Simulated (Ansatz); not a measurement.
Sb2O3 with Ba replacing Sb, one structure, two calculations

Cell: a cell of Sb2O3 (space group Fd-3m) built from a structure deposited in the COD, with the ions relaxed around the defect (PBE).

Space group R3m:H (No. 160); a = 7.8772, c = 19.2950 Å, γ = 120.00°.

```csv
site,Wyckoff,site symmetry,x,y,z
Ba,3a,3m,0.0000,0.0000,0.1359
Sb2,9b,.m,0.6513,0.8256,0.4467
Sb3,9b,.m,0.8268,0.1732,0.2971
Sb6,3a,3m,0.0000,0.0000,0.6271
O9,9b,.m,0.5806,0.7903,0.6172
O10,9b,.m,0.8724,0.7449,0.6788
O11,9b,.m,0.3241,0.1621,0.4011
O12,9b,.m,0.1274,0.2549,0.8048
```

One atom of each set is listed; the run and its k-mesh use a cell of 20 atoms with edges of 7.88, 7.88, 7.88 Å.

First run. Computed with Ansatz: DFT, PBE, plane waves and PAW, scalar-relativistic, collinear spin, 420 eV cutoff, Γ-centred 3×3×3 k-points, Fermi–Dirac smearing 0.01 eV. Start moments as typed (μB): 1 on each Ba, none on the rest.

| site | V_zz (10²¹ V/m²) | η | m (μB) |
| --- | --- | --- | --- |
| Ba | 17.17 | 0.00 | 0.00 |
| Sb2 | -24.3 | 0.06 | 0.03 |
| Sb3 | -34.4 | 0.37 | 0.00 |
| Sb6 | -35.7 | 0.00 | 0.00 |
| O9 | 11.06 | 0.68 | 0.01 |
| O10 | 9.69 | 0.98 | 0.00 |
| O11 | 6.54 | 0.77 | 0.10 |
| O12 | 10.65 | 0.66 | 0.06 |

Second run. The same atoms and settings, except that the functional is r2SCAN and the cutoff is 500 eV.

(1) Given the first result, estimate the second.

## Answers

(1) 

```tsv
site	V_zz	η	change of V_zz	m (μB)
Ba	17.38	0.00	+0.21	0.00
Sb2	-26.4	0.05	-2.11	0.03
Sb3	-36.6	0.35	-2.27	0.00
Sb6	-37.8	0.00	-2.09	0.00
O9	11.28	0.66	+0.22	0.01
O10	9.98	0.98	+0.29	0.00
O11	6.83	0.75	+0.29	0.11
O12	11.05	0.64	+0.40	0.07
```

The largest change of V_zz is on Sb3, from -34.4 to -36.6. In per cent, |V_zz| changes by +1 on Ba, +6 to +9 on Sb, +2 to +4 on O (all sites that start above 2).

The defect repeats with the cell of 20 atoms, so it feels its images: sites between two images don't show the values beside a lone defect, and zeros or small values of η there can come from the images' arrangement. O and Sb carry a gradient in the pure host already, so the values there aren't the defect's effect alone. The relaxation keeps the site symmetry 3m of the start, so the impurity can move only along its axis; a distortion that would localise the partly filled state isn't explored. The defect cell has no gap above 0.1 eV on its mesh, so the values can hang on the smearing and the k-mesh. Without spin–orbit coupling (the program notes it for Ba and Sb) the gradients can shift somewhat, as the gap is small. With these PAW files V_zz is typically within 2 to 3 % of all-electron values, but misses above 10 % occur on Sb. The run lost most of its start moments on Ba; a state with other moments may lie lower.
For the second run: The program didn't check the stability of this electronic state in full, so a lower one may lie near.
